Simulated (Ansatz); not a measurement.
Input:

LaGa$_{2}$Pd$_{2}$:
```xyz
10
Lattice="4.4382 0.0000 0.0000 0.0000 4.4382 0.0000 0.0000 0.0000 9.9627" Properties=species:S:1:pos:R:3 pbc="T T T"
La     0.0000     2.2191     2.4898
La     2.2191     0.0000     7.4729
Ga     0.0000     0.0000     4.9814
Ga     2.2191     2.2191     4.9814
Ga     0.0000     2.2191     8.7548
Ga     2.2191     0.0000     1.2079
Pd     0.0000     0.0000     0.0000
Pd     2.2191     2.2191     0.0000
Pd     0.0000     2.2191     6.2561
Pd     2.2191     0.0000     3.7067
```

This is the r²SCAN-relaxed structure.

**Question.** All from r²SCAN (plane waves, PAW; program Ansatz), unless another level is named. Predict the formation energy from the elements (no fitted shifts).

**Answer.** -0.87 eV/atom.

**Question.** Give the density of states at the Fermi level.

**Answer.** 0.62 states/eV per atom (mean over ±0.08 eV).

Space group P4/nmm. The first step of the workflow began from a Materials Project structure, measured or hypothetical; the Crystallography Open Database copy checked does not list it. Whether it is the stable phase at ambient conditions was not checked. The r²SCAN relaxation kept the symmetry of its start; whether a distortion lowers the energy is not shown. No spin polarisation was allowed. The references are the lowest solids computed at this level, not always the standard phases. Scalar-relativistic: spin–orbit coupling is off unless named, which matters more the heavier the elements.

Potentials: the later of the program's two PAW sets.
